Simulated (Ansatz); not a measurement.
A relaxation computed with Ansatz, from input to last step.

```yaml
crystal:
  lattice:
    - [1.7389251992, 1.0039689319, 5.2519989411]
    - [-1.7389251992, 1.0039689319, 5.2519989411]
    - [0.0, -2.0079378637, 5.2519989411]
  atoms:
    - { symbol: Rb, position: [0.0, 0.0, 0.0] }
    - { symbol: H, position: [0.75, 0.75, 0.75] }
    - { symbol: H, position: [0.25, 0.25, 0.25] }
basis:
  ecutwfc: 420
kpoints:
  mp_grid: { grid: [6, 6, 6] }
hamiltonian:
  xc: pbe
scf:
  occupations: { method: gaussian, width: 0.1 }
  lower_state_search: "off"
output:
  forces: true
  stress: true
  eigenvalues: true
relax:
  adjacent_minimum: "off"
  f_tol: 0.04
  max_steps: 70
  cell: { stress_tol: 0.4 }
```

```bash
ansatz run input.yaml --threads 1 --pin off --max-ram 2560MiB --backend cpu --events-out ev --progress --plain --runs-dir out
```

These are results of DFT PBE, scalar-relativistic, plane waves, PAW (Ansatz 0.2.0), not measurements.

Of 11 frames 10 are shown, positions in Å and forces in eV/Å; the SCF threshold varies from step to step. Steps run on the plane waves of an earlier cell, with a Pulay correction in the pressure. The basis is chosen afresh for the last frame, the zero of the energies, and at times for earlier ones too; energy and pressure step there, also at an unchanged geometry. Here that happened at step 11 (-3 meV/atom, 0.1 GPa); the frames before carry an error of that size.

```xyz
3
Lattice="1.7389 1.0040 5.2520 -1.7389 1.0040 5.2520 0.0000 -2.0079 5.2520" Properties=species:S:1:pos:R:3:forces:R:3 pbc="T T T" step=1 free_energy_over_end_meV_per_atom=364.92 pressure_GPa=7.20
Rb    0.0000    0.0000    0.0000    0.0000    0.0000    0.0000
H     0.0000    0.0000   11.8170    0.0000    0.0000    0.5071
H     0.0000    0.0000    3.9390    0.0000    0.0000   -0.5071
3
Lattice="1.8247 1.0535 5.2527 -1.8247 1.0535 5.2527 0.0000 -2.1070 5.2527" Properties=species:S:1:pos:R:3:forces:R:3 pbc="T T T" step=2 free_energy_over_end_meV_per_atom=251.25 pressure_GPa=3.54
Rb    0.0000    0.0000    0.0000    0.0000    0.0000    0.0000
H     0.0000    0.0000   11.9186    0.0000    0.0000    0.2727
H     0.0000    0.0000    3.8396    0.0000    0.0000   -0.2727
3
Lattice="1.9107 1.1031 5.0982 -1.9107 1.1031 5.0982 0.0000 -2.2063 5.0982" Properties=species:S:1:pos:R:3:forces:R:3 pbc="T T T" step=3 free_energy_over_end_meV_per_atom=177.26 pressure_GPa=1.73
Rb    0.0000    0.0000    0.0000    0.0000    0.0000    0.0000
H     0.0000    0.0000   11.6472    0.0000    0.0000    0.2237
H     0.0000    0.0000    3.6473    0.0000    0.0000   -0.2237
3
Lattice="1.9844 1.1457 4.8407 -1.9844 1.1457 4.8407 0.0000 -2.2914 4.8407" Properties=species:S:1:pos:R:3:forces:R:3 pbc="T T T" step=4 free_energy_over_end_meV_per_atom=111.66 pressure_GPa=0.64
Rb    0.0000    0.0000    0.0000    0.0000    0.0000    0.0000
H     0.0000    0.0000   11.1733    0.0000    0.0000    0.2591
H     0.0000    0.0000    3.3488    0.0000    0.0000   -0.2591
3
Lattice="2.0299 1.1720 4.5841 -2.0299 1.1720 4.5841 0.0000 -2.3439 4.5841" Properties=species:S:1:pos:R:3:forces:R:3 pbc="T T T" step=5 free_energy_over_end_meV_per_atom=58.65 pressure_GPa=0.20
Rb    0.0000    0.0000    0.0000    0.0000    0.0000    0.0000
H     0.0000    0.0000   10.7091    0.0000    0.0000    0.2827
H     0.0000    0.0000    3.0433    0.0000    0.0000   -0.2827
3
Lattice="2.0563 1.1872 4.4277 -2.0563 1.1872 4.4277 0.0000 -2.3744 4.4277" Properties=species:S:1:pos:R:3:forces:R:3 pbc="T T T" step=7 free_energy_over_end_meV_per_atom=6.14 pressure_GPa=-0.02
Rb    0.0000    0.0000    0.0000    0.0000    0.0000    0.0000
H     0.0000    0.0000   10.6770    0.0000    0.0000   -0.0202
H     0.0000    0.0000    2.6062    0.0000    0.0000    0.0202
3
Lattice="2.0440 1.1801 4.5365 -2.0440 1.1801 4.5365 0.0000 -2.3602 4.5365" Properties=species:S:1:pos:R:3:forces:R:3 pbc="T T T" step=8 free_energy_over_end_meV_per_atom=5.30 pressure_GPa=-0.50
Rb    0.0000    0.0000    0.0000    0.0000    0.0000    0.0000
H     0.0000    0.0000   10.9564    0.0000    0.0000    0.0069
H     0.0000    0.0000    2.6532    0.0000    0.0000   -0.0069
3
Lattice="2.0218 1.1673 4.4975 -2.0218 1.1673 4.4975 0.0000 -2.3346 4.4975" Properties=species:S:1:pos:R:3:forces:R:3 pbc="T T T" step=9 free_energy_over_end_meV_per_atom=3.74 pressure_GPa=-0.16
Rb    0.0000    0.0000    0.0000    0.0000    0.0000    0.0000
H     0.0000    0.0000   10.8591    0.0000    0.0000    0.0151
H     0.0000    0.0000    2.6333    0.0000    0.0000   -0.0151
3
Lattice="1.9977 1.1534 4.4937 -1.9977 1.1534 4.4937 0.0000 -2.3068 4.4937" Properties=species:S:1:pos:R:3:forces:R:3 pbc="T T T" step=10 free_energy_over_end_meV_per_atom=3.16 pressure_GPa=0.03
Rb    0.0000    0.0000    0.0000    0.0000    0.0000    0.0000
H     0.0000    0.0000   10.8723    0.0000    0.0000   -0.0109
H     0.0000    0.0000    2.6089    0.0000    0.0000    0.0109
3
Lattice="1.9977 1.1534 4.4937 -1.9977 1.1534 4.4937 0.0000 -2.3068 4.4937" Properties=species:S:1:pos:R:3:forces:R:3 pbc="T T T" step=11 free_energy_over_end_meV_per_atom=0.00 pressure_GPa=0.11
Rb    0.0000    0.0000    0.0000    0.0000    0.0000    0.0000
H     0.0000    0.0000   10.8723    0.0000    0.0000   -0.0112
H     0.0000    0.0000    2.6089    0.0000    0.0000    0.0112
```

The start puts this composition into another compound's structure type, which needn't suit it. At the end the space group is R-3m (tolerance 0.05 Å).

It took 23 s on 1 thread of Intel(R) Xeon(R) Platinum 8259CL CPU @ 2.50GHz (Skylake/Cascade Lake), with other jobs on the host, peak memory 0.38 GiB.

The k mesh is coarse.